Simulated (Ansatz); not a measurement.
Calculation for Bi: DFT, PBEsol, all-electron LAPW, scalar-relativistic (Ansatz 0.2.0).

The cell comes from a relaxation on PAW files under the same functional, begun from a database entry that needn't be the ground state.

Command: `ansatz run input.yaml --threads 1 --pin off --max-ram 3072MiB --backend cpu --events-out ev --progress --plain --runs-dir out` It took 2.3 min on 1 thread of Arm Neoverse V1, on a shared host, peak memory 1.1 GiB.

```yaml
crystal:
  lattice:
    - [2.2616506527, 1.3057646131, 3.8861662031]
    - [-2.2616506527, 1.3057646131, 3.8861662031]
    - [0.0, -2.6115292262, 3.8861662031]
  atoms:
    - { symbol: Bi, position: [0.763255667, 0.763255667, 0.763255667] }
    - { symbol: Bi, position: [0.236744333, 0.236744333, 0.236744333] }
kpoints:
  mp_grid: { grid: [14, 14, 14] }
scf:
  occupations: { method: fermi_dirac, width: 0.05 }
hamiltonian:
  xc: pbesol
  pseudopotentials: { kind: all_electron, lapw: { basis_error: 0.0005 } }
output:
  forces: true
  stress: true
  eigenvalues: true
```

Output:

```
LAPW: plane waves up to 7.733 Å⁻¹, error target 5.0e-4 eV per atom; small_component_spin mean_spin; Bi in spheres of 1.540 Å, 37 of its electrons in bands, Dirac shells [] (how accurate: hamiltonian.pseudopotentials.lapw.basis_error, Limitations)
Engine: ansatz 0.2.0
Pseudopotentials: kind: all_electron
Pseudopotential: Bi, LAPW, valence charge 37, lapw/all_electron/scalar/gaussian/Bi, Koelling and Harmon's equation, gaussian nucleus
Functional definition: PBEsol
  exchange = pbesol_x
  correlation = pbesol_c
Crystal: 2 atoms, lattice volume = 68.859 Å³
Basis set: ecut = 227.85426889002787 eV, 549 PW (Γ), exchange–correlation at level 2
Bands: 45, of which v1, the nominal top of the filled ones, is band 37 counted from 1 (36 counted from 0)
Symmetry: 12 space group operations
Space group: R-3m (ITA 166), of the structure as read, at distance tolerance 4.1e-5 Å
k-points: 288 of 2744
Non-local potential: Bi, projectors of the file, none
Initial density: superposition of atomic densities (chi_scale 0.1, normalization cell)
Initial wavefunctions: plane waves of lowest kinetic energy (no species holds an atomic orbital)
Functional: x = pbesol(κ = 0.804, μ = 0.12345679012345678), c = pbesol(β = 0.046)
iter 1 solved again at ethr=5.73e-5 eV; its pass at ethr=1.00e-1 eV (dr2=4.24e-2 eV) is discarded
SCF iter   1: F=—  HF=-1171102.934747 eV  |F-HF|=—  |Δ(HF+E_count)|=         —  Δρ=8.56e-3  dr2=4.26e-2  ethr=5.73e-5  ⟨swp⟩=3.0  Hψ=81319  notcnv=0
preconditioner: auto → none  [metal: Δε(μ)=0.105 eV  Ē_g=23.027 eV  σ=0.050 eV  W_gap=0.42  n_scr=20 (ndim 8)  ℏωp=24.5 eV  f_vac=0.154  D(μ)=0.21/eV (n_scr^D=0)  sad-step TF]
SCF iter   2: F=—  HF=-1171102.926999 eV  |F-HF|=—  |Δ(HF+E_count)|=   7.75e-3  Δρ=5.96e-3  dr2=2.69e-2  ethr=5.73e-5  ⟨swp⟩=2.0  Hψ=37780  notcnv=0
iter 3 solved again at ethr=3.20e-6 eV; its pass at ethr=3.64e-5 eV (dr2=2.37e-3 eV) is discarded
SCF iter   3: F=—  HF=-1171102.926318 eV  |F-HF|=—  |Δ(HF+E_count)|=   6.81e-4  Δρ=1.51e-3  dr2=2.37e-3  ethr=3.20e-6  ⟨swp⟩=2.0  Hψ=64366  notcnv=0
SCF iter   4: F=—  HF=-1171102.924360 eV  |F-HF|=—  |Δ(HF+E_count)|=   1.96e-3  Δρ=3.71e-4  dr2=1.22e-4  ethr=3.20e-6  ⟨swp⟩=2.1  Hψ=37794  notcnv=0
SCF iter   5: F=—  HF=-1171102.924390 eV  |F-HF|=—  |Δ(HF+E_count)|=         —  Δρ=1.00e-4  dr2=1.03e-5  ethr=1.65e-7  ⟨swp⟩=2.1  Hψ=37795  notcnv=0
the basis was enlarged: its passes take 94.9 KiB over the memory plan, 1 of 1 planned eigensolver slots
SCF iter   6: F=—  HF=-1171102.924394 eV  |F-HF|=—  |Δ(HF+E_count)|=   4.29e-6  Δρ=2.18e-5  dr2=2.93e-7  ethr=1.39e-8  ⟨swp⟩=3.0  Hψ=38676  notcnv=0
SCF iter   7: F=-1171102.924394 eV  HF=-1171102.924394 eV  |F-HF|=1.02e-8  |Δ(HF+E_count)|=   1.27e-7  Δρ=3.47e-6  dr2=6.46e-9  ethr=3.96e-10  ⟨swp⟩=3.0  Hψ=39013  notcnv=0
SCF 1 converged in 7 iterations: F = -1171102.924394 eV  dr2 = 6.46e-9
SCF converged after 7 iterations
Free energy (F): -1171102.924394 eV
Harris-Foulkes:  -1171102.924394 eV  (|F-HF|=1.02e-8)
Internal energy: -1171102.922538 eV  (E = F + TS)
E sigma→0 (E₀):  -1171102.923466 eV
Entropy (-TS):   -0.001856 eV (-0.928 meV/atom)
Fermi energy:    13.610353 eV
--- Per-component energies (eV) ---
  E_band       = -5360.173241
  E_kinetic    = 1355576.452028
  E_xc         = -21299.451613
  E_electrostatic = -2505379.922953  (all electrons and nuclei)
  E_smearing   = -0.001856  (= −TS)
  E_closure    = 0.000000  (closes the sum)
  E_atoms      = -1171094.363200  (free atoms, spherical and without spin; not in F)
  Σ components = -1171102.924394   (vs F -1171102.924394, Δ=0.00e0)
  Basis errors (estimates in eV, not in F): energy 2.0e-4 per atom: plane waves 1.8e-4 (9.7e-5 summed), levels above the bands 5.3e-71, relativity 5.0e-9, radial functions 2.1e-5, core shells 3.2e-8; eigenvalues (radial functions only) 8.8e-7; not estimated: angular momenta, meshes, grids; target (lapw.basis_error) 5.0e-4; muffin-tin radii Bi 1.540 Å
--- Forces (eV/Å), atoms counted from 1 ---
  atom   1  Bi     0.00000000     0.00000000    -0.00009258
  atom   2  Bi     0.00000000     0.00000000     0.00009258
  max |Σ_I F_I| component: 2.71e-20 eV/Å
--- Stress (GPa, compression-positive) ---
        0.030122      -0.000000      -0.000000
       -0.000000       0.030122       0.000000
       -0.000000       0.000000       0.010951
  P = ⅓ Tr σ = 0.0237 GPa (0.237 kbar)
--- Band table (eV; the first three rows and the last of 288) ---
  k-point 0: bands = ["-139.4636", "-139.4633", "-134.6147", "-134.6147", "-134.6145", "-134.6145", "-134.6133", "-134.6133", "-134.6133", "-134.6133", "-134.6129", "-134.6129", "-134.6128", "-134.6128", "-134.6128", "-134.6128", "-77.6682", "-77.6682", "-77.6649", "-77.6642", "-77.6642", "-77.6617", "-9.3071", "-9.3071", "-9.1483", "-9.1483", "-9.1374", "-8.9558", "-8.9478", "-8.9478", "-8.8201", "-8.8201", "0.4036", "6.2041", "12.0715", "12.3538", "12.3538", "16.3240", "16.6374", "16.6374", "19.0804", "19.2672", "19.2672", "19.7572", "19.8926"]
  k-point 1: bands = ["-139.4636", "-139.4633", "-134.6147", "-134.6147", "-134.6145", "-134.6145", "-134.6133", "-134.6133", "-134.6133", "-134.6133", "-134.6129", "-134.6129", "-134.6128", "-134.6128", "-134.6128", "-134.6128", "-77.6681", "-77.6681", "-77.6650", "-77.6642", "-77.6641", "-77.6617", "-9.3027", "-9.3020", "-9.1464", "-9.1454", "-9.1348", "-8.9581", "-8.9503", "-8.9497", "-8.8258", "-8.8248", "0.4527", "6.0828", "12.0984", "12.3551", "12.3629", "16.2163", "16.3677", "16.4945", "18.8575", "19.0579", "19.3239", "20.2027", "20.5424"]
  k-point 2: bands = ["-139.4636", "-139.4634", "-134.6147", "-134.6147", "-134.6145", "-134.6145", "-134.6133", "-134.6133", "-134.6133", "-134.6133", "-134.6129", "-134.6129", "-134.6128", "-134.6128", "-134.6128", "-134.6128", "-77.6681", "-77.6681", "-77.6652", "-77.6643", "-77.6639", "-77.6617", "-9.2899", "-9.2868", "-9.1410", "-9.1369", "-9.1268", "-8.9656", "-8.9574", "-8.9548", "-8.8425", "-8.8385", "0.5991", "5.7427", "12.1577", "12.3622", "12.4018", "15.7081", "15.9856", "16.1247", "18.5718", "19.1393", "19.5456", "21.1984", "21.6303"]
  k-point 287: bands = ["-139.4635", "-139.4634", "-134.6147", "-134.6147", "-134.6145", "-134.6145", "-134.6133", "-134.6133", "-134.6133", "-134.6133", "-134.6129", "-134.6129", "-134.6128", "-134.6128", "-134.6128", "-134.6128", "-77.6677", "-77.6677", "-77.6646", "-77.6646", "-77.6643", "-77.6623", "-9.1919", "-9.1919", "-9.1023", "-9.1023", "-9.0861", "-9.0038", "-8.9854", "-8.9854", "-8.9468", "-8.9468", "1.8246", "3.4563", "12.7540", "13.0611", "13.0611", "14.1235", "14.1235", "14.1705", "20.8005", "22.5692", "22.6912", "22.6912", "23.0042"]
```

Spin–orbit coupling is left out, which matters for the heavy atoms.
